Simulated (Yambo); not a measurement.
CaPbF6 (space group Fm-3m, No. 225), G0W0@PBEsol in Yambo (2×2×2 mesh, plasmon pole; 8 Ry block, no terminator). The number N of bands in W and G is varied.

```json
[
 {"N": "113", "x = 1/N": "0.00885", "gap Γ → Γ (eV)": "7.627", "shift of the valence edge (eV)": "-1.883"},
 {"N": "166", "x = 1/N": "0.00602", "gap Γ → Γ (eV)": "7.498", "shift of the valence edge (eV)": "-1.952"},
 {"N": "234", "x = 1/N": "0.00427", "gap Γ → Γ (eV)": "7.447", "shift of the valence edge (eV)": "-2.031"},
 {"N": "301", "x = 1/N": "0.00332", "gap Γ → Γ (eV)": "?", "shift of the valence edge (eV)": "?"}
]
```

Problem. Basis-set arguments suggest E = E∞ + A x. Fix A and E∞ from the two rows above the withheld one, predict the row at 301 bands, and test the form.

Solution. Gap: A = (7.447 − (7.498))/(0.00427 − 0.00602) = 29.1, E∞ = 7.323 eV, so 7.419 eV is predicted; the run gave 7.406 eV (miss 13 meV). The first two rows have slope 45.6, so the form doesn't hold yet over the whole range. Shift: A = (-2.031 − (-1.952))/(0.00427 − 0.00602) = 45.1, E∞ = -2.224 eV, so -2.074 eV is predicted; the run gave -2.090 eV (miss 16 meV). The first two rows have slope 24.4, so the form doesn't hold yet over the whole range. The other settings are held fixed.

The standard potential for Pb keeps a d shell in the valence without the s and p states of that shell. In tests on such compounds this moved G0W0 gaps by up to about 0.9 eV, so absolute quasiparticle energies here are unreliable; differences between settings are what counts.

Spin-orbit coupling is not included.

Geometry of the Materials Project entry, not relaxed at this level; primitive cell a = b = c = 6.1051 Å, α = β = γ = 60.00°.

A shift is the quasiparticle energy of the state minus its PBEsol energy.
